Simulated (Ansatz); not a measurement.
Input and command of a calculation in Ansatz (plane waves; scalar-relativistic PAW potentials unless the input names others):

```yaml
crystal:
  lattice:
    - [3.1084975175, 0.0, 0.0]
    - [-1.5542487587, 2.6920378177, 0.0]
    - [0.0, 0.0, 5.02546768]
  atoms:
    - { symbol: Li, position: [0.0, 0.0, 0.0] }
    - { symbol: Mg, position: [0.6666666667, 0.3333333333, 0.5] }
basis:
  ecutwfc: 420
kpoints:
  mp_grid: { grid: [18, 18, 10] }
hamiltonian:
  xc: lda
scf:
  occupations: { method: gaussian, width: 0.15 }
  max_iter: 1
output:
  forces: true
  eigenvalues: true
  stress: true
```

```bash
ansatz run input.yaml --threads 1 --pin off --max-ram 1228MiB --backend cpu --events-out ev --progress --plain --runs-dir out
```

Abridged log:
```
Basis set: ecut = 420 eV, 833 PW (Γ)
Bands: 11, of which v1, the nominal top of the filled ones, is band 7 counted from 1 (6 counted from 0)
Symmetry: 12 space group operations
k-points: 222 of 3240 (time reversal used)
SCF iter   1: F=—  HF=-2103.320070 eV  |F-HF|=—  |Δ(HF+E_count)|=         —  Δρ=5.64e-3  dr2=5.03e-3  ethr=1.77e-3  ⟨swp⟩=4.0  Hψ=28065  notcnv=0
```

**Question.** Find the fault.

**Answer.** The fault is too few SCF iterations (scf.max_iter: not typed → 1, the first being the value of the sound run). Setting it back cures it. The log, from which this was withheld above, says: «Error: did not converge after 1 iterations: onsite_residual = 1.46e-2 (threshold 1.00e-7), under the density mixer `msr1`, which `scf.mixing.algorithm: auto` chose by the deck's other keys (type `scf.mixing.algorithm: msr1` to keep it); raise `scf.max_iter`, which need not help a stalled SCF, or adjust the mixing (`scf.mixing`) or, under a smearing, its width (`scf.occupations.width` …» The run stopped without converging. A reference run from the same start on usual settings converged with pressure -1.25 GPa, largest force 0.000 eV/Å, no gap on the mesh.